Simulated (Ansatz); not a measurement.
A comparison from first-principles data. The current through a thin insulator falls as exp(−2kd), with k the slowest decay constant of states in the gap.

The yardstick is α-quartz SiO2. The Fermi level is put at mid-gap. Of the planes computed for each crystal, the one with the slowest decay is listed. Wanted: the thickness for 6 decades of attenuation, and how many decades a 2.0 nm film gains over the reference.

Computed with Ansatz, a plane-wave PAW program, with an older set of its potentials. plane, in the cell as filed, gap, decay constant k, slowest state: r²SCAN, complex band structure, on cells taken as filed or relaxed beforehand.

Not checked to be the ambient phase: K3ScV2O8 (P-3m1, hP14); K3YV2O8 (P-3m1, hP14); K3NaSe2O8 (P-3m1, hP14); K3NaS2O8 (P-3m1, hP14). Run without spin polarisation: K3ScV2O8 (P-3m1, hP14), K3YV2O8 (P-3m1, hP14). Cells under pressure at the level used (negative: too large): K3ScV2O8 (P-3m1, hP14) −6 GPa, K3YV2O8 (P-3m1, hP14) −5 GPa, K3NaS2O8 (P-3m1, hP14) −3 GPa. Spin–orbit coupling is left out unless named; no shift is given for K3YV2O8 (P-3m1, hP14), K3NaSe2O8 (P-3m1, hP14).

Model: decades per nm = 2k × 10 Å/ln 10 = 8.686 k; thickness = 6/(decades per nm); extra decades of a 2.0 nm film = 2.0 × (row − reference).

```csv
crystal,"plane, in the cell as filed",gap on the mesh (eV),k at mid-gap (1/Å),planes computed,slowest state,decades per nm,thickness (nm),decades beyond the reference
"K3ScV2O8 (P-3m1, hP14)",(001),3.28,0.533,1,at Γ,4.630,1.30,0.6
"K3YV2O8 (P-3m1, hP14)",(001),3.59,0.572,1,at Γ,4.968,1.21,1.3
"K3NaSe2O8 (P-3m1, hP14)",(100),4.61,0.410,2,at Γ,6.054,0.99,3.5
"α-quartz SiO2, reference",(111),6.61,0.496,2,at Γ,4.308,1.39,0.0
"K3NaS2O8 (P-3m1, hP14)",(001),6.01,0.483,1,at Γ,4.195,1.43,−0.2
```

Task: In one row the value of «decades per nm» was worked out wrongly and carried along the row. Which row, and what follows once it is corrected?

Result: The row of K3NaSe2O8 (P-3m1, hP14) shows 6.054. From its own inputs, decades per nm: 8.686 × 0.410 = 3.561. Carried on: thickness: 6/3.561 = 1.68 nm; decades beyond the reference: 2.0 × (3.561 − 4.308) = −1.5. The other rows agree with the rules.

With the correction: By decades per nm (highest first): K3YV2O8 (P-3m1, hP14) (4.968 ± 0.30) ≈ K3ScV2O8 (P-3m1, hP14) (4.630 ± 0.28) ≈ α-quartz SiO2 (4.308 ± 0.26) ≈ K3NaS2O8 (P-3m1, hP14) (4.195 ± 0.25), K3NaSe2O8 (P-3m1, hP14) (3.561 ± 0.21). The ± follows from allowances picked for this note (decay constant k 6 %), carried to first order and added in quadrature; ≈ joins neighbours closer than their two ± added in quadrature. 1 of the 4 others clearly beat the reference on this figure.

The gaps are the functional's own, as a rule smaller than measured ones, and k shrinks with them; planes not computed could decay more slowly; interface matching and symmetry filtering by the electrodes are not included. Where several phases of a formula are at hand, those over 0.1 eV/atom above the lowest were not drawn (by r²SCAN where it compared them, else by the largest value; a layered or molecular lowest phase counts only with a dispersion term); other phases could lie lower still. Crystals of Pb, Bi, Tl or Hg, those whose gap spin–orbit coupling moves by over 0.3 eV, and those of Te, I or Sb with no such test at hand were not drawn. Values belong to the structures named, which need not be the stable ones; other polymorphs differ. The rows are a sample and no shortlist: familiar crystals first, some related and some not, whatever their agreement with measurement; tables with many equal figures were not kept. Limits of the draw: gap over 1 eV, no layered crystals, primitive or conventional cells alone; no unfamiliar magnets, and cubic perovskites only if shown or known to be stable. As a rule kept out of such tables: 4f compounds, open-shell compounds run without a Hubbard term, cells found unstable in the tests at hand, cells close to a higher symmetry, and runs set to a pressure or over 12 % in volume from the crystal's fullest run.
